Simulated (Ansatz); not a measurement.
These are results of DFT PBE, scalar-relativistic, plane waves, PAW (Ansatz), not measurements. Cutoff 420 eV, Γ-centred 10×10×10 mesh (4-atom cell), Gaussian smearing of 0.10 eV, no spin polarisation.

Formation energies are uncorrected and count from the elements' standard states at the same level.

Q: Suggest a trial structure for a cubic metal that holds Sn and 1 more element, with a formation energy near −0.10 eV/atom and about 33 Å³ per atom, in a cell of 4 atoms. Its symmetry should be Im-3m (No. 229).

A: SnTe₃, space group Im-3m (No. 229). Sn is surrounded by 6 Te at 3.21 Å; Te has 2 Sn at 3.21 Å and 4 Te at 3.21 Å.

```cif
data_structure
_symmetry_space_group_name_H-M 'P 1'
_symmetry_Int_Tables_number 1
_cell_length_a 5.5569
_cell_length_b 5.5569
_cell_length_c 5.5569
_cell_angle_alpha 109.471
_cell_angle_beta 109.471
_cell_angle_gamma 109.471
_cell_volume 132.09
loop_
_atom_site_label
_atom_site_type_symbol
_atom_site_fract_x
_atom_site_fract_y
_atom_site_fract_z
_atom_site_occupancy
Sn1 Sn 0.00000 0.00000 0.00000 1
Te1 Te 0.00000 0.50000 0.50000 1
Te2 Te 0.50000 0.00000 0.50000 1
Te3 Te 0.50000 0.50000 0.00000 1
```

* Volume per atom: 33.02 Å³
* Density: 6.30 g/cm³
* Energy over the elements: −0.10 eV/atom
* Gap on the 10×10×10 mesh of the 4-atom cell: 0 eV (a metal)

The cell was found from a structure generator's guess, not taken from experiment. The answer needn't be unique; the calculation gave this one.

Spin–orbit coupling, which can matter for Te, is left out. The reference form of Te is held partly by dispersion forces, which this level lacks. A structure relaxed within its symmetry needn't be a true minimum.
